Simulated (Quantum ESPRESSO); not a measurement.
# WInTa3Pd3: one run as intended and one with a planted mistake

A calculation, not a measurement. The program is pw.x of Quantum ESPRESSO 7.5 (plane-wave density functional theory). The cell is made up: eight metal atoms on a hexagonal close-packed lattice, with elements, volume, strain and displacements drawn at random and not relaxed, so it may be unstable or far from any real phase. PseudoDojo standard norm-conserving files set the functional (PBE unless stated); there is no spin polarisation or spin-orbit coupling, the Fermi-Dirac width of 0.25 eV means electrons at about 2900 K, and the masses in the input are unused placeholders. Heavy elements are run without spin-orbit coupling, which real alloys of them have. A spin test at this wide smearing found no moment, but such smearing suppresses magnetism that the real alloy may have.

Intended input:

```
&control calculation='scf', pseudo_dir='./dojo.nc.sr.pbe.v0_5.standard.upf', outdir='./o', disk_io='minimal', tprnfor=.true., tstress=.true. /
&system ibrav=0, nat=8, ntyp=4, nbnd=77, ecutwfc=82.02448710, nosym=.true., tot_charge=0,
 occupations='smearing', smearing='fd', degauss=0.0183746611
/
&electrons conv_thr=1.470e-08, electron_maxstep=70, mixing_beta=0.5 /
ATOMIC_SPECIES
In 1.0 In.upf
Pd 1.0 Pd.upf
Ta 1.0 Ta.upf
W 1.0 W.upf
CELL_PARAMETERS angstrom
2.9035 0.0 0.0
1.4517 -2.5145 -4.6083
1.4517 7.5435 -4.6083
ATOMIC_POSITIONS angstrom
W -0.0038 -0.0018 -0.0033
In 1.4838 2.5333 -4.5374
Ta 1.3602 -0.8491 -2.326
Pd 2.9176 1.7119 -6.9165
Pd 2.9316 5.0142 -4.6328
Pd 2.9701 -0.0386 -4.6126
Ta 2.8697 1.6456 -2.3238
Ta 4.2877 4.1997 -6.9044
K_POINTS automatic
8 5 3 1 1 1
```

The log is shortened where brackets say so; the opening notice, blank lines, dates and the lines on written files are dropped, and the path of the files is cut. It prints rydbergs, bohrs and kilobars, and counts compression as positive stress. Its total energy is the free energy E - TS of the whole cell.

Log of the intended run:

```
     Program PWSCF v.7.5
     Parallel version (MPI & OpenMP), running on       4 processor cores
     Number of MPI processes:                 4
     Threads/MPI process:                     1
     [start-up lines left out]
     bravais-lattice index     =            0
     lattice parameter (alat)  =       5.4868  a.u.
     unit-cell volume          =     908.1776 (a.u.)^3
     number of atoms/cell      =            8
     number of atomic types    =            4
     number of electrons       =       120.00
     number of Kohn-Sham states=           77
     kinetic-energy cutoff     =      82.0245  Ry
     charge density cutoff     =     328.0979  Ry
     scf convergence threshold =      1.5E-08
     mixing beta               =       0.5000
     number of iterations used =            8  plain     mixing
     Exchange-correlation= PBE
                           (   1   4   3   4   0   0   0)
     [axes and pseudopotential details left out]
   Cartesian axes
     site n.     atom                  positions (alat units)
         1        W      tau(   1) = (  -0.0013088  -0.0006199  -0.0011366  )
         2        In     tau(   2) = (   0.5110384   0.8724987  -1.5627346  )
         3        Ta     tau(   3) = (   0.4684691  -0.2924402  -0.8011021  )
         4        Pd     tau(   4) = (   1.0048562   0.5895988  -2.3821250  )
         5        Pd     tau(   5) = (   1.0096780   1.7269502  -1.5955915  )
         6        Pd     tau(   6) = (   1.0229378  -0.0132943  -1.5886344  )
         7        Ta     tau(   7) = (   0.9883589   0.5667643  -0.8003444  )
         8        Ta     tau(   8) = (   1.4767350   1.4464267  -2.3779576  )
     number of k points=    60  Fermi-Dirac smearing, width (Ry)=  0.0184
                       cart. coord. in units 2pi/alat
        k(    1) = (   0.0625000   0.0192450  -0.0538182), wk =   0.0333333
        k(    2) = (   0.0625000  -0.1732054   0.0511916), wk =   0.0333333
     [further k points left out]
     Dense  grid:    91177 G-vectors     FFT dimensions: (  32,  60, 100)
     Estimated max dynamical RAM per process >     377.21 MB
     Estimated total dynamical RAM >       1.41 GB
     Initial potential from superposition of free atoms
     starting charge     119.9923, renormalised to     120.0000
     Starting wfcs are   76 randomized atomic wfcs +    1 random wfcs
     total cpu time spent up to now is        6.4 secs
     per-process dynamical memory:   303.0 Mb
     Self-consistent Calculation
     iteration #  1     ecut=    82.02 Ry     beta= 0.50
     Davidson diagonalization with overlap
     ethr =  1.00E-02,  avg # of iterations =  3.0
     total cpu time spent up to now is       24.2 secs
     total energy              =   -1471.74782400 Ry
     estimated scf accuracy    <      25.17841652 Ry
     iteration #  2     ecut=    82.02 Ry     beta= 0.50
     Davidson diagonalization with overlap
     ethr =  1.00E-02,  avg # of iterations =  5.0
     total cpu time spent up to now is       47.4 secs
     total energy              =   -1476.60839949 Ry
     estimated scf accuracy    <     191.08218375 Ry
     [iterations 3 to 19 left out]
     iteration # 20     ecut=    82.02 Ry     beta= 0.50
     Davidson diagonalization with overlap
     ethr =  2.42E-11,  avg # of iterations =  2.0
     total cpu time spent up to now is      328.2 secs
     total energy              =   -1488.23245880 Ry
     estimated scf accuracy    <       0.00000003 Ry
     iteration # 21     ecut=    82.02 Ry     beta= 0.50
     Davidson diagonalization with overlap
     ethr =  2.22E-11,  avg # of iterations =  1.0
     total cpu time spent up to now is      342.2 secs
     End of self-consistent calculation
     [lines on levels left out]
!    total energy              =   -1488.23245880 Ry
     estimated scf accuracy    <          7.5E-10 Ry
     smearing contrib. (-TS)   =      -0.09952724 Ry
     internal energy E=F+TS    =   -1488.13293156 Ry
     The total energy is F=E-TS. E is the sum of the following terms:
     one-electron contribution =    -381.89679564 Ry
     hartree contribution      =     266.40906284 Ry
     xc contribution           =    -289.20824241 Ry
     ewald contribution        =   -1083.43695634 Ry
     convergence has been achieved in  21 iterations
     Forces acting on atoms (cartesian axes, Ry/au):
     atom    1 type  4   force =     0.00810407    0.01031518   -0.00685177
     atom    2 type  1   force =    -0.00468878   -0.00420625   -0.05125931
     atom    3 type  3   force =     0.01025965   -0.00875036   -0.00049915
     atom    4 type  2   force =    -0.00317480    0.00546418    0.01740148
     atom    5 type  2   force =    -0.00599440    0.00554396    0.00203735
     atom    6 type  2   force =    -0.01671133   -0.00351481   -0.01381403
     atom    7 type  3   force =     0.00730709   -0.00737418    0.08508449
     atom    8 type  3   force =     0.00489850    0.00252228   -0.03209908
     Total force =     0.111230     Total SCF correction =     0.000125
     Computing stress (Cartesian axis) and pressure
          total   stress  (Ry/bohr**3)                   (kbar)     P=       49.92
   0.00015159  -0.00008838   0.00001809           22.30      -13.00        2.66
  -0.00008838   0.00019203  -0.00019215          -13.00       28.25      -28.27
   0.00001809  -0.00019215   0.00067453            2.66      -28.27       99.23
     init_run     :      6.01s CPU      6.22s WALL (       1 calls)
     electrons    :    329.23s CPU    335.78s WALL (       1 calls)
     forces       :      2.84s CPU      2.85s WALL (       1 calls)
     stress       :      9.50s CPU      9.50s WALL (       1 calls)
     [timing details left out]
     PWSCF        :   5m47.78s CPU   5m54.64s WALL
     JOB DONE.
```

A second run has one planted mistake: the files are those of another functional. The input lines that differ:

```
- &control calculation='scf', pseudo_dir='./dojo.nc.sr.pbe.v0_5.standard.upf', outdir='./o', disk_io='minimal', tprnfor=.true., tstress=.true. /
+ &control calculation='scf', pseudo_dir='./dojo.nc.sr.pbesol.v0_4_1.standard.upf', outdir='./o', disk_io='minimal', tprnfor=.true., tstress=.true. /
```

Its log:

```
     Program PWSCF v.7.5
     Parallel version (MPI & OpenMP), running on       4 processor cores
     Number of MPI processes:                 4
     Threads/MPI process:                     1
     [start-up lines left out]
     bravais-lattice index     =            0
     lattice parameter (alat)  =       5.4868  a.u.
     unit-cell volume          =     908.1776 (a.u.)^3
     number of atoms/cell      =            8
     number of atomic types    =            4
     number of electrons       =       120.00
     number of Kohn-Sham states=           77
     kinetic-energy cutoff     =      82.0245  Ry
     charge density cutoff     =     328.0979  Ry
     scf convergence threshold =      1.5E-08
     mixing beta               =       0.5000
     number of iterations used =            8  plain     mixing
     Exchange-correlation= PBESOL
                           (   1   4  10   8   0   0   0)
     [axes and pseudopotential details left out]
   Cartesian axes
     site n.     atom                  positions (alat units)
         1        W      tau(   1) = (  -0.0013088  -0.0006199  -0.0011366  )
         2        In     tau(   2) = (   0.5110384   0.8724987  -1.5627346  )
         3        Ta     tau(   3) = (   0.4684691  -0.2924402  -0.8011021  )
         4        Pd     tau(   4) = (   1.0048562   0.5895988  -2.3821250  )
         5        Pd     tau(   5) = (   1.0096780   1.7269502  -1.5955915  )
         6        Pd     tau(   6) = (   1.0229378  -0.0132943  -1.5886344  )
         7        Ta     tau(   7) = (   0.9883589   0.5667643  -0.8003444  )
         8        Ta     tau(   8) = (   1.4767350   1.4464267  -2.3779576  )
     number of k points=    60  Fermi-Dirac smearing, width (Ry)=  0.0184
                       cart. coord. in units 2pi/alat
        k(    1) = (   0.0625000   0.0192450  -0.0538182), wk =   0.0333333
        k(    2) = (   0.0625000  -0.1732054   0.0511916), wk =   0.0333333
     [further k points left out]
     Dense  grid:    91177 G-vectors     FFT dimensions: (  32,  60, 100)
     Estimated max dynamical RAM per process >     377.21 MB
     Estimated total dynamical RAM >       1.41 GB
     Initial potential from superposition of free atoms
     starting charge     119.9930, renormalised to     120.0000
     Starting wfcs are   76 randomized atomic wfcs +    1 random wfcs
     total cpu time spent up to now is        6.5 secs
     per-process dynamical memory:   303.0 Mb
     Self-consistent Calculation
     iteration #  1     ecut=    82.02 Ry     beta= 0.50
     Davidson diagonalization with overlap
     ethr =  1.00E-02,  avg # of iterations =  3.0
     total cpu time spent up to now is       24.6 secs
     total energy              =   -1466.97323015 Ry
     estimated scf accuracy    <      26.01594191 Ry
     iteration #  2     ecut=    82.02 Ry     beta= 0.50
     Davidson diagonalization with overlap
     ethr =  1.00E-02,  avg # of iterations =  5.0
     total cpu time spent up to now is       48.1 secs
     total energy              =   -1472.26221781 Ry
     estimated scf accuracy    <     193.64783759 Ry
     [iterations 3 to 19 left out]
     iteration # 20     ecut=    82.02 Ry     beta= 0.50
     Davidson diagonalization with overlap
     ethr =  2.17E-11,  avg # of iterations =  2.0
     total cpu time spent up to now is      331.9 secs
     total energy              =   -1483.99583359 Ry
     estimated scf accuracy    <       0.00000002 Ry
     iteration # 21     ecut=    82.02 Ry     beta= 0.50
     Davidson diagonalization with overlap
     ethr =  1.94E-11,  avg # of iterations =  1.0
     total cpu time spent up to now is      346.2 secs
     End of self-consistent calculation
     [lines on levels left out]
!    total energy              =   -1483.99583360 Ry
     estimated scf accuracy    <          6.3E-10 Ry
     smearing contrib. (-TS)   =      -0.09981813 Ry
     internal energy E=F+TS    =   -1483.89601546 Ry
     The total energy is F=E-TS. E is the sum of the following terms:
     one-electron contribution =    -382.42243104 Ry
     hartree contribution      =     265.72657268 Ry
     xc contribution           =    -283.76320077 Ry
     ewald contribution        =   -1083.43695634 Ry
     convergence has been achieved in  21 iterations
     Forces acting on atoms (cartesian axes, Ry/au):
     atom    1 type  4   force =     0.00806342    0.01110216   -0.00668837
     atom    2 type  1   force =    -0.00458188   -0.00352936   -0.04950152
     atom    3 type  3   force =     0.00960711   -0.00874716   -0.00116934
     atom    4 type  2   force =    -0.00287640    0.00586013    0.01562226
     atom    5 type  2   force =    -0.00583840    0.00632173    0.00137628
     atom    6 type  2   force =    -0.01598267   -0.00593413   -0.01264709
     atom    7 type  3   force =     0.00710042   -0.00774757    0.08468166
     atom    8 type  3   force =     0.00450840    0.00267421   -0.03167388
     Total force =     0.109601     Total SCF correction =     0.000133
     Computing stress (Cartesian axis) and pressure
          total   stress  (Ry/bohr**3)                   (kbar)     P=      -24.44
  -0.00034745  -0.00008294   0.00001758          -51.11      -12.20        2.59
  -0.00008294  -0.00030758  -0.00019184          -12.20      -45.25      -28.22
   0.00001758  -0.00019184   0.00015664            2.59      -28.22       23.04
     init_run     :      5.70s CPU      5.92s WALL (       1 calls)
     electrons    :    332.48s CPU    339.75s WALL (       1 calls)
     forces       :      2.51s CPU      2.51s WALL (       1 calls)
     stress       :      9.15s CPU      9.15s WALL (       1 calls)
     [timing details left out]
     PWSCF        :   5m50.38s CPU   5m57.97s WALL
     JOB DONE.
```

|  | intended run | run with the mistake |
| --- | --- | --- |
| free energy (eV) | -20248.434 | -20190.792 |
| entropy term -TS, part of it (eV) | -1.354 | -1.358 |
| pressure (GPa) | 4.99 | -2.44 |
| size of the largest force component (eV/Å) | 2.188 | 2.177 |
| largest change of a force component (eV/Å) |  | 0.062 |
| iterations | 21 | 21 |

For scale, a rerun of the intended cell at a higher cutoff and on a denser mesh moved values by no more than 0.004 eV in energy, 0.10 GPa in stress and 0.007 eV/Å in force, and a second program with other atomic files agreed on that cell to 2 % rms in force and 0.5 GPa in pressure. Files of another functional or element have another zero of energy, so the energy change says nothing on stability.